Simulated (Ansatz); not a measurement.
TaNi3:
```yaml
crystal:
  lattice:
    - [-1.79956, 1.79956, 3.70714]
    - [1.79956, -1.79956, 3.70714]
    - [1.79956, 1.79956, -3.70714]
  atoms:
    - { symbol: Ni, position: [0.75000, 0.25000, 0.50000] }
    - { symbol: Ni, position: [0.25000, 0.75000, 0.50000] }
    - { symbol: Ta, position: [0.00000, 0.00000, 0.00000] }
    - { symbol: Ni, position: [0.50000, 0.50000, 0.00000] }
```

Relaxed with r²SCAN.

**Question.** Map the electron localisation function on the plane through (0.750, 0.250, 0.500) spanned by u = [0, 0, 1] and v = [1, -1, 0] in lattice vectors, from plane-wave PAW r²SCAN (Ansatz code).

**Answer.** x is the fraction of u, y of v (the angle between them is 90°; rows are the nearest grid lines); atoms in the plane: Ni at (0.00, 0.00), Ni at (0.00, 0.50), Ta at (0.50, 0.25), Ni at (0.50, 0.75).
```
y \ x   0.000  0.0909  0.182  0.273  0.364  0.455  0.545  0.636  0.727  0.818  0.909   1.00
------  -----  ------  -----  -----  -----  -----  -----  -----  -----  -----  -----  -----
1.00    0.725   0.436  0.209  0.328  0.322  0.228  0.228  0.322  0.328  0.209  0.436  0.725
0.920   0.432   0.312  0.158  0.304  0.219  0.218  0.218  0.219  0.304  0.158  0.312  0.432
0.840   0.179   0.155  0.204  0.220  0.211  0.364  0.364  0.211  0.220  0.204  0.155  0.179
0.760   0.289   0.302  0.330  0.177  0.287  0.624  0.624  0.287  0.177  0.330  0.302  0.289
0.680   0.165   0.159  0.247  0.201  0.234  0.434  0.434  0.234  0.201  0.247  0.159  0.165
0.600   0.344   0.260  0.151  0.290  0.190  0.231  0.231  0.190  0.290  0.151  0.260  0.344
0.520   0.700   0.429  0.196  0.320  0.343  0.264  0.264  0.343  0.320  0.196  0.429  0.700
0.480   0.700   0.424  0.221  0.336  0.265  0.179  0.179  0.265  0.336  0.221  0.424  0.700
0.400   0.344   0.283  0.267  0.259  0.269  0.587  0.587  0.269  0.259  0.267  0.283  0.344
0.320   0.165   0.206  0.336  0.189  0.699  0.590  0.590  0.699  0.189  0.336  0.206  0.165
0.240   0.289   0.344  0.343  0.216  0.737  0.152  0.152  0.737  0.216  0.343  0.344  0.289
0.160   0.179   0.199  0.321  0.188  0.638  0.700  0.700  0.638  0.188  0.321  0.199  0.179
0.0800  0.432   0.324  0.255  0.297  0.195  0.401  0.401  0.195  0.297  0.255  0.324  0.432
0.000   0.725   0.436  0.209  0.328  0.322  0.228  0.228  0.322  0.328  0.209  0.436  0.725
```

The density is the valence pseudo-density with augmentation charge, so density and ELF within about 1 Å of a nucleus are not all-electron values.

Space group I4/mmm. The workflow started from an entry of the Crystallography Open Database (COD), which files this formula under 2 space groups. Its standing as an ambient phase is unchecked. The cell was relaxed with r²SCAN under the symmetry of its start; whether a distortion lowers the energy is not shown. The workflow began spin-polarised and lost its moments. Scalar-relativistic: spin–orbit coupling is off unless named, which matters more the heavier the elements.

Potentials: the later of the program's two PAW sets.
